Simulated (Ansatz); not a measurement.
Relaxation of a relaxed GaCo cell stretched uniformly to 130 % of its volume; 2 atoms in the cell, which starts as Pm-3m (No. 221), cP2; a = b = c = 3.100 Å, α = β = γ = 90.00°. Level of theory: PBEsol (plane waves to 420 eV, PAW, scalar-relativistic; Ansatz, an electronic-structure program). Γ-centred k-mesh 10×10×10 on the run's cell (coarser than for final values), Fermi–Dirac smearing 0.05 eV. This is the first round of the run. 

The optimiser's lines from the output (shortened; P is positive under compression):

```
relax step   1: F+E_penalty+E_count = -8836.08571239 eV  Δ(F+E_penalty+E_count) = +0.000e0 eV  max|allowed force component| = 3.747e-30 eV/Å  Δτ_max = 0.0000 Å  P = -27.811 GPa  Ω = 29.777 Å³  (6 SCF iters, dr2 threshold 1.00e-7 eV, accepted)
relax step   2: F+E_penalty+E_count = -8836.70013010 eV  Δ(F+E_penalty+E_count) = -6.144e-1 eV  max|allowed force component| = 9.598e-30 eV/Å  Δτ_max = 0.0000 Å  P = -17.290 GPa  Ω = 25.631 Å³  (6 SCF iters, dr2 threshold 2.00e-7 eV, accepted)
relax step   3: F+E_penalty+E_count = -8836.83517946 eV  Δ(F+E_penalty+E_count) = -1.350e-1 eV  max|allowed force component| = 1.841e-30 eV/Å  Δτ_max = 0.0000 Å  P = +10.171 GPa  Ω = 21.889 Å³  (6 SCF iters, dr2 threshold 2.00e-7 eV, accepted)
relax step   4: F+E_penalty+E_count = -8836.86388582 eV  Δ(F+E_penalty+E_count) = -2.871e-2 eV  max|allowed force component| = 1.052e-30 eV/Å  Δτ_max = 0.0000 Å  P = -1.970 GPa  Ω = 23.140 Å³  (6 SCF iters, dr2 threshold 2.00e-7 eV, accepted)
relax step   5: F+E_penalty+E_count = -8836.86547531 eV  Δ(F+E_penalty+E_count) = -1.589e-3 eV  max|allowed force component| = 1.104e-29 eV/Å  Δτ_max = 0.0000 Å  P = -0.022 GPa  Ω = 22.911 Å³  (6 SCF iters, dr2 threshold 2.00e-7 eV, accepted)
relax step   6: F+E_penalty+E_count = -8836.86547721 eV  Δ(F+E_penalty+E_count) = -1.904e-6 eV  max|allowed force component| = 7.889e-31 eV/Å  Δτ_max = 0.0000 Å  P = -0.000 GPa  Ω = 22.909 Å³  (6 SCF iters, dr2 threshold 1.26e-9 eV, accepted)
relax step   7: F+E_penalty+E_count = -8836.86226384 eV  Δ(F+E_penalty+E_count) = +3.213e-3 eV  max|allowed force component| = 3.944e-31 eV/Å  Δτ_max = 0.0000 Å  P = -0.053 GPa  Ω = 22.909 Å³  stress off target by 5.28e-2 GPa  SCF on the basis re-selected at this cell (its energy is not comparable with the rows above)  (7 SCF iters)
relax step   8: F+E_penalty+E_count = -8836.86226944 eV  Δ(F+E_penalty+E_count) = -5.604e-6 eV  max|allowed force component| = 2.958e-30 eV/Å  Δτ_max = 0.0000 Å  P = +0.000 GPa  Ω = 22.903 Å³  (6 SCF iters, dr2 threshold 6.96e-9 eV, accepted)
relax step   9: F+E_penalty+E_count = -8836.86226097 eV  Δ(F+E_penalty+E_count) = +8.474e-6 eV  max|allowed force component| = 2.169e-30 eV/Å  Δτ_max = 0.0000 Å  P = +0.000 GPa  Ω = 22.903 Å³  stress off target by 4.80e-4 GPa  SCF on the basis re-selected at this cell (its energy is not comparable with the rows above)  (8 SCF iters)
```

From the first to the last row the energy changes by -0.39 eV/atom and the volume by -23.1 %. The last row is marked as not comparable with the walk above it, whose basis was carried along; it does compare with step 1, since both stand on a basis selected at the nominal cutoff for their own cell.

Later rounds, restarted from the end of this one on a renewed k-mesh, logged 5 more steps and released under 0.01 eV/atom more. The final structure after all rounds: Pm-3m (No. 221), cP2, CsCl type; a = b = c = 2.8399 Å, α = β = γ = 90.00°. Between re-selections the logged energies stand on a plane-wave basis carried along with the cell. No spin polarisation in the result. A magnetic state may lie lower.

The run could not lose the symmetry of its start.

All atoms sit on sites fixed by symmetry, so only the cell could relax.
